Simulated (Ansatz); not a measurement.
Simulated powder pattern, Mo Kα, λ = 0.71073 Å (kinematic, ideal powder, no thermal factors, no anomalous dispersion; the 30 strongest lines at most, above 1 %, up to 2θ = 45°):

```
2θ (°)  d (Å)  I/Imax (%)
------  -----  ----------
11.01   3.705         5.2
12.99   3.142         100
17.67   2.314          45
19.13   2.139          31
20.35   2.012         5.2
20.72   1.976          10
22.12   1.852         1.8
23.19   1.768          20
23.65   1.734         3.4
26.15   1.571          14
28.35   1.451          20
29.40   1.400         4.7
29.94   1.376         9.9
30.23   1.363          16
32.60   1.266          12
33.45   1.235         4.1
34.19   1.209         2.9
35.77   1.157         5.4
36.24   1.142         4.8
36.33   1.140         2.4
36.69   1.129         5.1
38.81   1.070         2.0
39.46   1.053         2.2
39.67   1.047         4.6
40.87   1.018         5.7
41.10   1.012         6.1
41.37   1.006         1.9
41.70   0.999         3.2
42.94   0.971         5.2
44.40   0.941         2.5
```

The pattern belongs to a structure relaxed with plane-wave PAW LDA (Ansatz code).

**Question.** Which compound is it?
A. Re, hcp (Mg type)
B. C, diamond
C. Te, trigonal Se type
D. Zr, hcp (Mg type)

**Answer.** C, Te, trigonal Se type

**Question.** Give the lattice parameters.

**Answer.** a = 4.278 Å, c = 5.927 Å.

Space group P3_121 (trigonal Se type). The LDA relaxation kept the symmetry of its start. A crystal of weakly bound chains computed without a dispersion correction: the cell and the soft elastic constants depend strongly on that. Scalar-relativistic: spin–orbit coupling is off unless named, which matters more the heavier the elements.

Potentials: the later of the program's two PAW sets.
